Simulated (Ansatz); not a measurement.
## What DFT gives for ZrSiRu

```
CELL_PARAMETERS angstrom
3.36915 5.83553 0.00000
-3.36915 5.83553 0.00000
0.00000 0.00000 3.70164
ATOMIC_POSITIONS crystal
Ru 0.24800 0.75200 0.00000
Ru 0.75200 0.00000 0.00000
Ru 0.00000 0.24800 0.00000
Zr 0.58000 0.42000 0.50000
Zr 0.42000 0.00000 0.50000
Zr 0.00000 0.58000 0.50000
Si 0.00000 0.00000 0.50000
Si 0.33330 0.33340 0.00000
Si 0.66670 0.66660 0.00000
```

The numbers come from plane-wave PAW DFT (Ansatz): r2SCAN, no spin polarisation, 500 eV, 5×5×7 Γ-centred k points, tetrahedron occupations. Nothing was relaxed.

(1) Metal or insulator?

(2) What is the formation energy?

(3) Where is the largest force?

(4) Which element gives electrons and which takes them?

Origin: a database entry at a rescaled volume. Caveats: empty levels are not fully converged; forces and stress under tetrahedra may miss the slope of the energy.

Answers

(1) It is a metal, with about 4.9 states/eV a cell as the mean within 0.25 eV of the Fermi level, mostly Ru d (46 %), Zr d (33 %) and Si p (13 %).

(2) -0.98 eV an atom against the elements' usual phases (free molecules for gases, crystals otherwise, with no correction for O₂ or N₂), so it is bound against them; other compounds may still compete. Relaxing would lower it.

(3) The largest is on Ru1 (and as large on other atoms): 0.55 eV/Å, components (-0.55, 0.00, 0.00). It makes 48° with the line to a nearest neighbour, Si7 at 2.49 Å.

(4) Bader charges in e: Zr +1.65, Si -1.07 to +0.01, Ru -0.94. In the mean Zr gives up most and Ru takes most.
